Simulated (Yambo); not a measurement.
Yambo run on MgI₂ (CdI2 type, space group P-3m1, No. 164). The wavefunctions come from this Quantum ESPRESSO step (PBEsol, PseudoDojo standard norm-conserving files, fully relativistic):

```
&CONTROL
  calculation = 'nscf'
  pseudo_dir = './pseudo'
  outdir = './out'
/
&SYSTEM
  ibrav = 0
  nat = 3
  ntyp = 2
  ecutwfc = 84.0
  ecutrho = 336.0
  occupations = 'fixed'
  force_symmorphic = .true.
  nbnd = 300
  noncolin = .true.
  lspinorb = .true.
/
&ELECTRONS
  conv_thr = 3.0000000000000004e-09
  diago_full_acc = .true.
  diago_thr_init = 1e-08
/
ATOMIC_SPECIES
Mg 24.3050 Mg.upf
I 126.9045 I.upf
CELL_PARAMETERS angstrom
  4.125546955826   0.000000000000   0.000000000000
 -2.062773477913   3.572828468251   0.000000000000
  0.000000000000   0.000000000000   6.826782070000
ATOMIC_POSITIONS crystal
Mg   0.000000000000   0.000000000000   0.000000000000
I   0.333333333333   0.666666666667   0.245750030300
I   0.666666666667   0.333333333333   0.754249969700
K_POINTS automatic
3 3 2 0 0 0
```

Yambo input:

```
rim_cut
gw0
dyson
el_el_corr
HF_and_locXC
ppa
em1d
RandQpts= 1000000
RandGvec= 1 Ry
EXXRLvcs= 84 Ry
VXCRLvcs= 336 Ry
Chimod= "HARTREE"
% BndsRnXp
 9 | 298 |
%
NGsBlkXp= 7 Ry
% LongDrXp
 1.0 | 1.0 | 1.0 |
%
PPAPntXp= 27.2114 eV
% GbndRnge
 1 | 298 |
%
GTermKind= "BG"
DysSolver= "n"
ExtendOut
% QPkrange
 1 | 1 | 22 | 26 |
 2 | 2 | 24 | 25 |
 5 | 5 | 24 | 25 |
 6 | 6 | 24 | 25 |
%
```

k points by index: 1 = Γ, 2 = A, 5 = K, 6 = H.

Resulting energies as the program prints them:

```
#    K-point    Band    Eo [eV]    E [eV]    E-Eo [eV]    Vxc [eV]    Vnlxc [eV]    Sc|Eo [eV]    Sc|E [eV]    dSc/dw|Eo [eV]    Re(Z)    Im(Z)
#
    1    22    -0.036072    -1.098260    -1.062188    -11.55033    -14.20652    1.335201    1.594000    -6.629296    0.804100    -0.001446
    1    23    0.000000    -1.040361    -1.040361    -11.53893    -14.11357    1.281605    1.534288    -6.608432    0.804596    -0.001430
    1    24    0.000000    -1.040361    -1.040361    -11.53893    -14.11357    1.281605    1.534288    -6.608432    0.804596    -0.001430
    1    25    3.273615    3.891490    0.617875    -8.961173    -4.712461    -3.500231    -3.630838    -5.750709    0.825533    -0.001369
    1    26    3.273615    3.891490    0.617875    -8.961173    -4.712461    -3.500231    -3.630838    -5.750709    0.825533    -0.001369
    2    24    -0.158529    -1.232698    -1.074168    -11.48145    -14.18723    1.368834    1.631611    -6.656107    0.803464    -0.001456
    2    25    4.317131    4.995616    0.678485    -9.544519    -5.076114    -3.639448    -3.789921    -6.033070    0.818519    -0.001955
    5    24    -1.552858    -2.709390    -1.156532    -10.56944    -13.61279    1.596041    1.886812    -6.840748    0.799107    -0.001337
    5    25    3.430799    3.993507    0.562708    -8.986361    -5.025261    -3.275712    -3.398391    -5.931159    0.821038    -0.001413
    6    24    -0.789043    -1.882098    -1.093055    -11.19101    -13.99049    1.436430    1.706428    -6.720881    0.801930    -0.001355
    6    25    4.446397    5.173853    0.727456    -10.28971    -5.886661    -3.506094    -3.675592    -6.338192    0.811073    -0.002332
```
(The two width columns are left out.) Convergence of these settings isn't established.

Geometry relaxed with PBE+D3(BJ).
